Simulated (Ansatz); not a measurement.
A trial form of HfNb₂O₂

Level of theory: DFT PBE, scalar-relativistic, plane waves, PAW in Ansatz 0.2.0. Cutoff 420 eV, Gaussian smearing, Γ-centred meshes. Cell and atoms relax first on a coarse mesh and then on a finer one. In between, the cell is made exact in the group found at 0.06 Å. In metals the finer mesh still leaves noise of several meV/atom or more. The steps can't lower the symmetry of their start. No spin polarisation.

A trial structure of HfNb₂O₂ was built thus: random cell by space group and Wyckoff sites (P6/mmm, No. 191). Its size is a rough estimate.

```
Hf Nb O
1.0
     4.18640    0.00000    0.00000
    -2.09320    3.62553    0.00000
     0.00000    0.00000    5.35614
Hf Nb O
1 2 2
Direct
  0.00000 0.00000 0.50000
  0.33333 0.66667 0.00000
  0.66667 0.33333 0.00000
  0.00000 0.00000 0.83646
  0.00000 0.00000 0.16354
```

Energies over the elements count from the elements' standard structures at the same level (O₂ as a molecule), with no fitted energy shifts.

**Question.** Which structure results?

**Answer.** The symmetry stays P6/mmm (No. 191). The volume per atom grows by 13.2 %, from 16.3 to 18.4 Å³. The shortest distance goes from 1.75 Å (O–O) to 1.98 Å (Hf–O). The ratio c/a of the conventional cell changes by a factor of 1.21. The energy falls by about 0.58 eV/atom (the start's value is from the coarse mesh). Conventional cell: a = 4.098 Å, c = 6.325 Å. Hf is surrounded by 2 O at 1.98 Å; Nb has 3 Nb at 2.37 Å and 6 O at 2.64 Å; around O lie 1 Hf at 1.98 Å, 1 O at 2.36 Å and 6 Nb at 2.64 Å.

```
Hf Nb O
1.0
     4.09827    0.00000    0.00000
    -2.04913    3.54920    0.00000
     0.00000    0.00000    6.32513
Hf Nb O
1 2 2
Direct
  0.00000 0.00000 0.50000
  0.33333 0.66667 0.00000
  0.66667 0.33333 0.00000
  0.00000 0.00000 0.81320
  0.00000 0.00000 0.18680
```

**Question.** How does it come out in energy, and is it a metal?

**Answer.**

- Formation energy: +0.08 eV/atom
- Gap on the 12×12×6 mesh of the 5-atom cell: 0 eV (a metal)

A positive value: parting into the elements would lower its energy.

The last run used Gaussian smearing of 0.10 eV. Spin–orbit coupling, which can matter for Hf, is left out. The cell is a metal run without spin; a magnetic state may lie lower. Symmetry constrained the relaxation, so the result can be a saddle point. Another cell of HfNb2O2 relaxed alike, in P-3m1, lies 1.50 eV/atom lower, so this cell isn't the stable form at this level.
